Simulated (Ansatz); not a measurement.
The start is a generated cell, MgSe built in the zincblende structure type. The structure is fully relaxed (lattice and positions, P = 0) with r2SCAN (plane waves to 500 eV, PAW, scalar-relativistic; Ansatz, a quantum-chemistry and plane-wave program). The first steps use a coarse 7×7×7 k-mesh.

Input geometry:
```
MgSe
1.0
    0.00000     2.97208     2.97208
    2.97208     0.00000     2.97208
    2.97208     2.97208     0.00000
Se Mg
1 1
Direct
  0.75000   0.75000   0.75000
  0.00000   0.00000   0.00000
```

Problem. How do the shortest distances between atoms change?

Solution. The closest pairs of elements (up to four, under 3.6 Å), start → end: Mg–Se 2.57 → 2.58 Å.

Problem. Is the relaxed structure metallic? Give its gap.

Solution. 3.33 eV, direct at Γ (no spin-orbit coupling).

Problem. Give the final cell and atomic positions.

Solution. 
Space group F-43m (No. 216); a = 5.947 Å, b = 5.947 Å, c = 5.947 Å, α = 90.00°, β = 90.00°, γ = 90.00°

```csv
atom,site,symmetry,x,y,z
Se,4c,-43m,0.2500,0.2500,0.2500
Mg,4a,-43m,0.0000,0.0000,0.0000
```
(The calculation used a cell of 2 atoms; values per cell refer to that cell.)

The space group stays F-43m (No. 216) (the run could not lower it); the end is zinc blende type, with 2 atoms in the primitive cell. Final values are on a 10×10×10 k-mesh of the relaxed cell. No spin polarisation in the result.

The run could not lose the symmetry of its start; a randomly shaken copy of 4 atoms returns to this structure.

All atoms sit on sites fixed by symmetry, so only the cell could relax.

The first start was generated by placing the elements on the sites of a structure type. Materials Project lists a structure of MgSe in the same space group, F-43m (No. 216); the sites were not compared with it, nor with measured phases. Known forms of MgSe include space group No. 225.
